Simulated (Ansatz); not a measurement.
Problem. AlRu (rock salt, space group No. 225) is relaxed with PBEsol in the plane-wave PAW code Ansatz. What lattice parameters of the conventional cell result?

Solution. a = 4.930 Å.

Space group Fm-3m (rock salt). The start of the workflow was typed in or built on a structure type; neither database checked (COD, Materials Project) lists it. COD files the formula under space group No. 221, so this cell is another polymorph or a model. Whether it is the stable phase at ambient conditions was not checked. The cell was relaxed with PBEsol under the symmetry of its start. At this level the phase is mechanically unstable. The run is not spin-polarised. Its formation energy is positive at this level, so the cell may be metastable or incomplete.

Potentials: the later of the program's two PAW sets.
